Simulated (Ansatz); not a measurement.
Consider the following.

Bi:
```cif
data_Bi4
_chemical_formula_sum 'Bi4'
_space_group_name_H-M_alt 'P 1'
_space_group_IT_number 1
_cell_length_a 4.52007
_cell_length_b 4.52006
_cell_length_c 6.49845
_cell_angle_alpha 90.000
_cell_angle_beta 90.013
_cell_angle_gamma 90.000
loop_
_space_group_symop_operation_xyz
  'x, y, z'
loop_
_atom_site_label
_atom_site_type_symbol
_atom_site_fract_x
_atom_site_fract_y
_atom_site_fract_z
_atom_site_occupancy
Bi1 Bi 0.75015 0.75000 0.78127 1
Bi2 Bi 0.24985 0.25000 0.21873 1
Bi3 Bi 0.74986 0.75000 0.28127 1
Bi4 Bi 0.25014 0.25000 0.71873 1
```

This is the PBEsol-relaxed structure.

Question: All from plane-wave PAW PBEsol (Ansatz code), unless another level is named. Give the density of states at the Fermi level.

Answer: 0.26 states/eV per atom (mean over ±0.08 eV).

Question: Predict the gap with spin–orbit coupling.

Answer: none (metallic).

Space group P4/nmm. The workflow started from a Materials Project entry (that database holds measured and hypothetical structures alike); the Crystallography Open Database copy checked does not list it. It is not the phase usual at ambient conditions (space group No. 166). The cell was relaxed with PBEsol under the symmetry of its start. At this level the phase is dynamically unstable (imaginary phonons). Scalar-relativistic: spin–orbit coupling is off unless named, which matters more the heavier the elements.

Potentials: the later of the program's two PAW sets.
